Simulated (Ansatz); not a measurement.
Sn:
```cif
data_Sn
_chemical_formula_sum 'Sn1'
_space_group_name_H-M_alt 'P6/mmm'
_space_group_IT_number 191
_space_group_name_Hall '-P 6 2'
_cell_length_a 3.20790
_cell_length_b 3.20790
_cell_length_c 3.01579
_cell_angle_alpha 90.000
_cell_angle_beta 90.000
_cell_angle_gamma 120.000
loop_
_atom_site_label
_atom_site_type_symbol
_atom_site_symmetry_multiplicity
_atom_site_Wyckoff_symbol
_atom_site_fract_x
_atom_site_fract_y
_atom_site_fract_z
_atom_site_occupancy
Sn1 Sn 1 a 0.00000 0.00000 0.00000 1
```

Relaxed at zero pressure with PBEsol (plane waves, PAW; program Ansatz).

### Question
The volume is raised by 6 % and shape and atoms relax at that volume. What pressure results, and how do the axes share the change?

### Answer
-2.8 GPa; a 1.9 %, b 1.9 %, c 2.1 %; the energy rises by 15 meV/atom.

### Question
Give the new structure.

### Answer

Space group P6/mmm (No. 191); a = b = 3.268 Å, c = 3.079 Å, α = β = 90.00°, γ = 120.00°

```csv
atom,site,symmetry,x,y,z
Sn,1a,6/mmm,0.0000,0.0000,0.0000
```

The phase is kept; no other phase was compared at this pressure.

The start of the workflow was typed in or built on a structure type; neither database checked (COD, Materials Project) lists it. It is not the phase usual at ambient conditions (space group No. 141). The cell was relaxed with PBEsol under the symmetry of its start; its stability against distortions is not shown here. Axis ratios of metals converge slowly with the k-mesh, so a and c are less sure than the volume. Scalar-relativistic: spin–orbit coupling is off unless named, which matters more the heavier the elements.

Potentials: the later of the program's two PAW sets.
